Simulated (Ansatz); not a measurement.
# Two states of VHIO

```
CELL_PARAMETERS angstrom
1.86353 3.22773 0.00000
-1.86353 3.22773 0.00000
0.00000 0.00000 10.45818
ATOMIC_POSITIONS crystal
V 0.33330 0.33340 0.00000
V 0.66660 0.66670 0.50000
I 0.33330 0.33340 0.33700
I 0.66660 0.66670 0.83700
O 0.00000 0.00000 0.10000
O 0.00000 0.00000 0.60000
H 0.00000 0.00000 0.00000
H 0.00000 0.00000 0.50000
```

The numbers come from plane-wave PAW DFT (Ansatz): r2SCAN, 500 eV, 7×7×3 Γ-centred k points, fermi-dirac occupations (width 0.0176 eV). Nothing was relaxed.

State A: V1 up, V2 up (collinear spin). State B: V1 up, V2 down (collinear spin).

Problem. Compare the two self-consistent states.

Solution. They are level within 1 meV an atom.

```csv
state,free energy (meV/atom),largest moment in a small sphere (μB),net moment (μB/cell),gap on mesh (eV),pressure (GPa),largest force (eV/Å)
A,0.0,2.25,6.00,1.86,1.7,3.50
B,0.7,2.25,0.00,2.00,1.7,3.50
```

Origin: a known structure type with other elements, at an estimated volume, so it need not be a known compound. Caveats: no spin-orbit coupling, which can shift this gap by tenths of an eV; atoms or cell far from equilibrium; an odd or shifted mesh can miss the band edges, so this level's true gap may be smaller.
